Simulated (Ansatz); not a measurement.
MgAu (Pm-3m): lattice vibrations

```
Mg Au
1.0
     3.25721    0.00000    0.00000
     0.00000    3.25721    0.00000
     0.00000    0.00000    3.25721
Mg Au
1 1
Cartesian
  1.6286 1.6286 1.6286
  0.0000 0.0000 0.0000
```

Unless marked otherwise, the numbers come from PBEsol, all-electron LAPW in Ansatz 0.2.0, scalar-relativistic. k mesh 10×10×10, Fermi-Dirac smearing of 0.080 eV, basis error target 1 meV/atom. The cell was relaxed by PAW under this functional.

Atoms are displaced by 0.01 Å in the smallest supercells that hold the wave vectors of a 2×2×2 mesh. Negative values stand for unstable modes.

Task: What are the phonon energies at the solved wave vectors, in cm⁻¹?

Result: 

```tsv
q	point	modes (cm⁻¹)
0.000 0.000 0.000	Gamma	205.8 (×3)
0.500 0.000 0.000	X	67.3 (×2), 79.8, 209.0 (×2), 284.0
0.500 0.500 0.000	M	35.7 (×2), 66.1, 195.9, 259.3 (×2)
0.500 0.500 0.500	R	69.4 (×3), 262.8 (×3)
```

Task: Is the structure dynamically stable at these wave vectors?

Result: Yes, no mode is unstable there; wave vectors off this mesh aren't tested.

Task: How do the optical zone-centre modes decompose, and which are active?

Result: Point group m-3m: Γ_opt = T1u.

```csv
label,cm⁻¹,activity,mostly
T1u,205.8,IR,Mg (89 %)
```

In a metal the activity is that of symmetry alone; free carriers screen the infrared modes.

Task: How well do frozen-core PAW files reproduce these all-electron values?

Result: With a cutoff of 420 eV and displacements of 0.0025 Å, the r.m.s. difference over the modes is 0.0 cm⁻¹; the largest difference is 262.9 (PAW) against 262.8 cm⁻¹ (LAPW).

Task: The cell is scaled evenly to 33.866 and 35.248 Å³ (from 34.557), with free atoms relaxed and the shape held. What are the mode Grüneisen parameters γ = −d ln ω/d ln V?

Result: For the highest mode, 293.4 cm⁻¹ in the small cell and 274.9 in the large one give γ ≈ 1.63. From the change of the dynamical matrix on each mode:

```tsv
point	cm⁻¹	γ
Gamma	205.8	2.35
X	67.3	2.41
X	79.8	2.82
X	209.0	2.06
X	284.0	1.64
M	35.7	2.91
M	66.1	2.61
M	195.9	2.20
M	259.3	1.94
R	69.4	3.32
R	262.8	1.81
```

Weighted by the modes' heat capacities at 300 K, the mean on this mesh is 2.38; it moves with the q mesh, and a coarse one overweights the zone boundary.

Limits of these numbers: responses of metals move with mesh and smearing; no spin-orbit coupling on heavy atoms; the frozen-core PAW files of the compared runs were fitted under PBE, their cores solved anew for this functional.
